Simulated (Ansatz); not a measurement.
A relaxed structure of ZnS. Space group P6₃mc (No. 186), wurtzite type. These are PBE (plane waves to 420 eV, PAW, scalar-relativistic; Ansatz, a first-principles code) values and carry that method's errors.

```cif
data_S2Zn2
_chemical_formula_sum 'Zn2 S2'
_space_group_name_H-M_alt 'P63mc'
_space_group_IT_number 186
_space_group_name_Hall 'P 6c -2c'
_cell_length_a 3.84498
_cell_length_b 3.84498
_cell_length_c 6.30535
_cell_angle_alpha 90.000
_cell_angle_beta 90.000
_cell_angle_gamma 120.000
loop_
_atom_site_label
_atom_site_type_symbol
_atom_site_symmetry_multiplicity
_atom_site_Wyckoff_symbol
_atom_site_fract_x
_atom_site_fract_y
_atom_site_fract_z
_atom_site_occupancy
Zn1 Zn 2 b 0.33333 0.66667 0.49984 1
S1 S 2 b 0.33333 0.66667 0.12536 1
```

Task: Predict the band gap from PBE.

Result: 2.08 eV, direct at Γ (no spin-orbit coupling).

No spin polarisation in the result.

The run could not lose the symmetry of its start; a randomly shaken copy of 4 atoms returns to this structure.
